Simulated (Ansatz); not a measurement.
Starting structure of a cell relaxation (symmetry kept):

```yaml
crystal:
  lattice:
    - [0.00000, 2.98116, 2.98116]
    - [2.98116, 0.00000, 2.98116]
    - [2.98116, 2.98116, 0.00000]
  atoms:
    - { symbol: Pb, position: [0.00000, 0.00000, 0.00000] }
    - { symbol: F, position: [0.25000, 0.25000, 0.25000] }
    - { symbol: F, position: [0.75000, 0.75000, 0.75000] }
```

Level of theory: DFT LDA, scalar-relativistic, plane waves, PAW (Ansatz).

Cutoff 420 eV; k points 8×8×8 on the computed 3-atom cell (Γ-centred); Gaussian smearing, width 0.02 eV; no spin polarisation.

**Question.** What does it relax to?

**Answer.** The volume falls by 1.30 Å³/atom to 16.36 Å³/atom, and the energy falls by 24.8 meV/atom. Final structure:
```yaml
crystal:
  lattice:
    - [0.00000, 2.90601, 2.90601]
    - [2.90601, 0.00000, 2.90601]
    - [2.90601, 2.90601, 0.00000]
  atoms:
    - { symbol: Pb, position: [0.00000, 0.00000, 0.00000] }
    - { symbol: F, position: [0.25000, 0.25000, 0.25000] }
    - { symbol: F, position: [0.75000, 0.75000, 0.75000] }
```

Spin–orbit coupling is left out, which can shift energies with elements as heavy as these.

Cost: 1 run of about 0.17 core-minutes, on Arm Neoverse V2 (shared hosts).